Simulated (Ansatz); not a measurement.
# Structure types of La compared at 17 GPa

Structure types of La are relaxed in primitive cells with their symmetry kept at 17 GPa, on PAW files; LAPW relaxes the small cells further and takes the PAW cell for the others (marked *). The enthalpy is E + pV at zero temperature, without zero-point motion. Only the types listed were tried, and differences under about 5 meV/atom are mesh noise. Not among the end structures: fcc, which may lie lower.

All numbers are PBEsol results (scalar-relativistic) from Ansatz 0.2.0, with Fermi–Dirac smearing of 0.08 eV, no spin polarisation. Methods: LAPW: all electrons, basis error target 0.5 meV/atom; PAW: frozen-core files, cutoff 420 eV.

k meshes: bcc 15×15×15, hcp 14×14×8, beta tin 14×14×14, dhcp 11×11×3, simple hexagonal 14×14×13.

Spin–orbit coupling is left out, which matters for the heavy atoms. The PAW files were made under PBE.

Problem. Order the types by LAPW enthalpy, lowest first.
A. hcp
B. beta tin
C. simple hexagonal
D. bcc
E. dhcp

Solution. E (0 meV/atom), A (22 meV/atom), D (184 meV/atom), B (207 meV/atom), C (250 meV/atom).

```json
{"start type": "bcc", "ends as": "bcc, Im-3m", "a, b, c (Å)": "3.637, 3.637, 3.637", "V (Å³/atom)": "24.05", "H − H(lowest), LAPW (meV/atom)": "184.2", "same, PAW": "184.4"}
{"start type": "hcp", "ends as": "hcp, P6_3/mmc", "a, b, c (Å)": "3.184, 3.184, 5.359", "V (Å³/atom)": "23.53", "H − H(lowest), LAPW (meV/atom)": "21.6", "same, PAW": "21.5"}
{"start type": "beta tin", "ends as": "beta tin, I4_1/amd", "a, b, c (Å)": "5.436, 5.436, 3.307", "V (Å³/atom)": "24.43", "H − H(lowest), LAPW (meV/atom)": "206.9", "same, PAW": "206.7"}
{"start type": "dhcp*", "ends as": "dhcp, P6_3/mmc", "a, b, c (Å)": "3.227, 3.227, 10.460", "V (Å³/atom)": "23.58", "H − H(lowest), LAPW (meV/atom)": "0.0", "same, PAW": "0.0"}
{"start type": "simple hexagonal", "ends as": "simple hexagonal, P6/mmm", "a, b, c (Å)": "3.106, 3.106, 2.849", "V (Å³/atom)": "23.80", "H − H(lowest), LAPW (meV/atom)": "249.6", "same, PAW": "249.5"}
```

Problem. Split the lead of dhcp over hcp into energy and pV.

Solution. For hcp less dhcp: ΔE = +27.0 meV/atom, and p·ΔV = 17 GPa × -0.0515 Å³ × 6.242 meV/(GPa·Å³) = -5.5 meV/atom, together 21.5 meV/atom. dhcp wins by its internal energy, though it is the less dense.
